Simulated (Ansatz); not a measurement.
AgI (zinc blende, F-43m), DFT-LDA in the program Ansatz with PAW potentials: ε∞ = 5.93, cell volume 63.95 Å³. Infrared-active transverse modes:

| ω_TO (cm⁻¹) | oscillator strength S_xx (e²/amu) |
|---|---|
| 117.7 | 0.02391 |

Compute the static dielectric constant.

Each mode adds (4.921e7/V) S/ω²: 1.33. So ε0 = 7.26.

What LO frequency does the Lyddane–Sachs–Teller relation give?

ω_LO = ω_TO √(ε0/ε∞) = 130 cm⁻¹.

The LDA relaxation kept the symmetry of its start; phonons on a q-mesh show no instability. No spin polarisation was allowed. Spin–orbit coupling is left out wherever it is not named.

Potentials: the later of the program's two PAW sets.
